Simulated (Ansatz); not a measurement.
AlGa$_{3}$N$_{4}$ in space group Pm (No. 6; Pearson symbol mP8), PBEsol (plane waves, PAW; program Ansatz). The conduction-band minimum lies at Γ, with 1 equivalent valley. Second derivatives d²E/dk² of the lowest band at one valley (eV·Å²), along Cartesian directions:

| direction | d²E/dk² |
|---|---|
| [100] | 38.38 |
| [010] | 37.00 |
| [001] | 36.10 |
| [110] | 37.70 |
| [101] | 36.76 |
| [011] | 36.55 |

Find the principal effective masses, the density-of-states mass and the conductivity mass.

Off-diagonal terms follow from H_xy = H[110] − (H_xx + H_yy)/2, and m*/mₑ = 7.620 eV·Å² over each eigenvalue: 0.20, 0.21, 0.21. One valley's DOS mass (m₁m₂m₃)^(1/3) = 0.21, conductivity mass 3/(Σ 1/mᵢ) = 0.21 mₑ.

What effective density of states Nc follows at 300 K for parabolic valleys?

Nc = 2.509e19 × 1 × (0.21)^(3/2) ≈ 2.4e18 cm⁻³.

With the computed static dielectric constant 9.94 (mean of the diagonal), estimate a hydrogenic donor's binding energy and radius.

E = 13.606 eV × 0.21/9.94² ≈ 29 meV; a = 0.529 Å × ε/m* ≈ 25 Å. Semilocal masses tend to be too small where the gap is.

The workflow started from a Materials Project entry (that database holds measured and hypothetical structures alike); the Crystallography Open Database copy checked does not list it. With Al and Ga taken as one species the cell has the higher symmetry P6_3mc, so it may be an ordered model of a mixed-site phase. Its standing as an ambient phase is unchecked. Symmetry was held in the PBEsol relaxation; of distortions, only those at the zone centre were tested. Spin–orbit coupling is left out wherever it is not named.

Potentials: the later of the program's two PAW sets.
